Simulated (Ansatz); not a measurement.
Question: Each is relaxed and computed with plane-wave PAW PBEsol (Ansatz code). Which is the only metal?
(A) Si3N4, P6_3/m (Si on 6h, N on 2d, N on 6h)
(B) SiO2, P4_2/nmc (Si on 2a, O on 4d)
(C) CoSi2, P6/mmm (Co on 1a, Si on 2d)
(D) SiBCN, P3m1 (B on 1b, Si on 1c, C on 1b, N on 1c)

Answer: C, CoSi2, P6/mmm (Co on 1a, Si on 2d). CoSi2: metal; SiO2: gap 5.04 eV (indirect); Si3N4: gap 4.19 eV (indirect); SiBCN: gap 2.40 eV (indirect). Constructed cells (a structure type filled with these elements, in neither database checked): CoSi2, P6/mmm (Co on 1a, Si on 2d); SiO2, P4_2/nmc (Si on 2a, O on 4d). Typed or built starts, not in the databases checked: SiBCN, P3m1 (B on 1b, Si on 1c, C on 1b, N on 1c). Not the usual ambient phase: CoSi2, P6/mmm (Co on 1a, Si on 2d); SiO2, P4_2/nmc (Si on 2a, O on 4d). Began spin-polarised and lost the moments: CoSi2, P6/mmm (Co on 1a, Si on 2d). Unstable at this level: CoSi2, P6/mmm (Co on 1a, Si on 2d). All cells were relaxed under the symmetry of their starts (and spin orders); stability against distortions was not tested throughout.

Potentials: the earlier of the program's two PAW sets. The files were generated under PBE; for other functionals the program regenerates the frozen cores, and for LDA and PBEsol the local potential too.
